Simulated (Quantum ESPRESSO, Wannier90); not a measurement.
# Wannierisation of Mg(AlC)2 (P-3m1)

```xyz
5
Lattice="3.3906 0.0000 0.0000 -1.6953 2.9364 0.0000 0.0000 0.0000 5.8237" Properties=species:S:1:pos:R:3 pbc="T T T"
Mg     0.0000     0.0000     0.0000
Al    -1.6953     0.9788     2.0384
Al     1.6953    -0.9788    -2.0384
C      1.6953    -0.9788     1.5729
C     -1.6953     0.9788    -1.5729
```

Cell from Materials Project (mp-9514), symmetrised, no further relaxation. Not found in the COD (Crystallography Open Database) copy used; not checked further. Method: PBEsol plane waves in Quantum ESPRESSO 7.5 (PseudoDojo norm-conserving files, 68 Ry, no spin polarisation, no spin-orbit coupling), Bloch states on a 6×6×4 mesh through Γ, Wannier90 4.0.1. Density: 12×12×6 mesh, cold smearing 0.01 Ry.

Bands 7-12 form an isolated set from -6.55 to 0.00 eV relative to the valence-band maximum (on the path) and are turned into 6 Wannier functions by minimising the spread from the start: atomic waves C 2p.

Where do the functions sit, how wide are they and what are they made of?


```json
[
 {"functions": "2", "spread (Å²)": "2.48", "nearest atom, distance (Å)": "C 0.02", "second atom, distance (Å)": "Al 2.01", "weight on atomic waves": "C 2p 65 %, Al 3p 17 %, C 2s 6 %"},
 {"functions": "4", "spread (Å²)": "2.12", "nearest atom, distance (Å)": "C 0.09", "second atom, distance (Å)": "Al 1.95", "weight on atomic waves": "C 2p 66 %, Al 3p 18 %, Al 3s 8 %"}
]
```

Ω_I = 13.08 Å², Ω_total = 13.43 Å²; the interpolated bands follow pw.x to 10 meV rms on the path. Only this start was tried; a symmetric start can stop on a saddle, and mixtures of these functions could lower the total by at most Ω_total − Ω_I.
